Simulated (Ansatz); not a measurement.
The numbers come from plane-wave PAW DFT (Ansatz): r2SCAN, no spin polarisation, 500 eV, 9×9×5 Γ-centred k points, fermi-dirac occupations (width 0.104 eV). Nothing was relaxed.

Computed maps in the lattice plane spanned by a (left to right, 3.72 Å, 11 points from zero) and b (bottom to top, 3.70 Å, 11 points from zero), 90° apart, at height 0.070 along c. The fields are smooth PAW ones with compensation charges, not the true ones near nuclei.

Valence density. Digits on a logarithmic scale: 0 up to 0.03 e/Å³, each further digit a factor of 1.6, 9 from 1.3 e/Å³ up:
```
55434444345
55444554445
87556776557
99868998689
99989999899
99989999899
99868998689
87556776557
55444554445
55434444345
55444554445
```

ELF. Ten even steps from '0' (0.08) to '9' (0.93):
```
11000000001
00000000000
21014664101
87128888217
99238558329
99238558329
87128888217
21014664101
00000000000
11000000001
11000110001
```

Q: The cell is CrBrO. Which atoms lie within 0.2 Å of this plane, and where (fractions of a and b)?

A: Cr at (0.00, 0.50), O at (0.50, 0.50). The whole cell:
```
Cr O Br
1.0
     3.71525    0.00000    0.00000
     0.00000    3.70499    0.00000
     0.00000    0.00000    7.87182
Cr O Br
2 2 2
Direct
  0.00000 0.50000 0.07000
  0.50000 0.00000 0.93000
  0.00000 0.00000 0.94000
  0.50000 0.50000 0.06000
  0.00000 0.00000 0.30000
  0.50000 0.50000 0.70000
```

Origin: a known structure type with other elements, at an estimated volume, so it need not be a known compound. Caveats: no spin polarisation, so a magnetic state may lie lower.
